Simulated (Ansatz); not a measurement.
KI (rock salt)

```
KI
1.0
    0.00000     3.59063     3.59063
    3.59063     0.00000     3.59063
    3.59063     3.59063     0.00000
I K
1 1
Direct
  0.00000   0.00000   0.00000
  0.50000   0.50000   0.50000
```

Equation-of-state scan: isotropic scaling of the cell above, V₀ being its volume. Symmetry pins the atoms to their sites.

All values below come from PBE (plane waves to 420 eV, PAW, scalar-relativistic; Ansatz, a quantum-chemistry and plane-wave program). k mesh 8×8×8 (Γ-centred), Fermi-Dirac smearing 0.05 eV. The energy includes the smearing's −TS. Compression counts positive. KI was relaxed with its symmetry unable to fall. Spin-orbit coupling is left out, though I is heavy. The relaxed volume of KI is well above the measured one; the method has no dispersion term. ΔE is measured from the relaxed starting cell.

| V (Å³/atom) | ΔE (meV/atom) |
|---|---|
| 43.515 | withheld |
| 44.071 | 3.9 |
| 44.626 | 2.2 |
| 45.182 | 1.0 |
| 45.737 | 0.2 |
| 46.293 | 0.0 |
| 46.848 | 0.2 |
| 47.404 | 0.8 |
| 47.959 | 1.8 |
| 48.515 | 3.2 |
| 49.070 | 4.8 |

Problem. Fit a third-order Birch-Murnaghan form (E₀, V₀, B₀, B₀′ free) to the given rows and predict ΔE at V = 43.515.

Solution. Least squares on the 10 given rows: ΔE = E₀ + (9V₀B₀/16)·y²·[2 + (B₀′ − 4)y], y = (V₀/V)^(2/3) − 1, with V₀ = 46.315 Å³/atom, B₀ = 10.52 GPa (160.2 GPa = 1 eV/Å³; the term in eV is multiplied by 1000), B₀′ = 4.64, E₀ = 0.01 meV/atom; root-mean-square residual 0.03 meV/atom. At 43.515 the fit gives 6.3 meV/atom; the calculation gives 6.3 meV/atom, the same to the digits shown. For the pressure the fit gives 0.76 GPa against the computed 0.77 GPa.

(A scan under strain: stresses follow from slopes of the energy per volume, elastic moduli from its curvatures.)
